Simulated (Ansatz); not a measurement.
Squeezing ScCu

```
CELL_PARAMETERS angstrom
3.25600 0.00000 0.00000
0.00000 3.25600 0.00000
0.00000 0.00000 3.25600
ATOMIC_POSITIONS crystal
Sc 0.50000 0.50000 0.50000
Cu 0.00000 0.00000 0.00000
```

The base volume is that of a database entry, so it needn't be at zero pressure; the structure needn't be the stable phase, at rest or compressed.

Its volume is scaled at fixed shape and fractional positions.

All numbers are PBEsol results (scalar-relativistic) from Ansatz 0.2.0, with a Γ-centred 11×11×11 k mesh, Fermi–Dirac smearing of 0.05 eV, no spin polarisation. Methods: LAPW: all electrons, basis error target 1 meV/atom; PAW: frozen-core files, cutoff 420 eV; norm-conserving: pseudopotentials, cutoff 1252 eV.

Energies are extrapolated to zero smearing and count from the unscaled cell; pressure is positive in compression; gaps take the mesh and a band path. No temperature or zero-point motion is included.

The PAW files were made under PBE.

| V/V0 | V (Å³/atom) | P LAPW (GPa) | ΔE LAPW (eV/atom) | P PAW − LAPW (GPa) | ΔE PAW − LAPW (meV/atom) |
| --- | --- | --- | --- | --- | --- |
| 1.00 | 17.26 | ? | 0.000 | -0.01 | 0.0 |
| 0.90 | 15.53 | 6.87 | 0.010 | -0.01 | -0.1 |
| 0.70 | 12.08 | 58.1 | 0.609 | 0.01 | -0.1 |
| 0.55 | 9.49 | 164.4 | 2.269 | 0.00 | 0.2 |

Question: Fill in "P LAPW (GPa)" for the row "1.00".

Answer: -3.91.

Question: At the smallest volume, how far does norm-conserving lie from LAPW in pressure?

Answer: norm-conserving: +0.50 GPa, on a LAPW pressure of 164.4 GPa.

Question: How do the Löwdin populations by LAPW change from the unscaled cell to the last row?

Answer: Sc 3s 1.97 → 1.91, Sc 4s 0.95 → 0.78, Sc 3p 5.99 → 5.96, Sc 3d 2.00 → 2.82, Cu 3s 1.98 → 1.95, Cu 4s 1.09 → 0.88, Cu 3d 9.68 → 9.55 electrons an atom. These are projections on the shells that the free atoms fill; 0.32 e a cell lies outside them at the start and 0.16 e at the end.
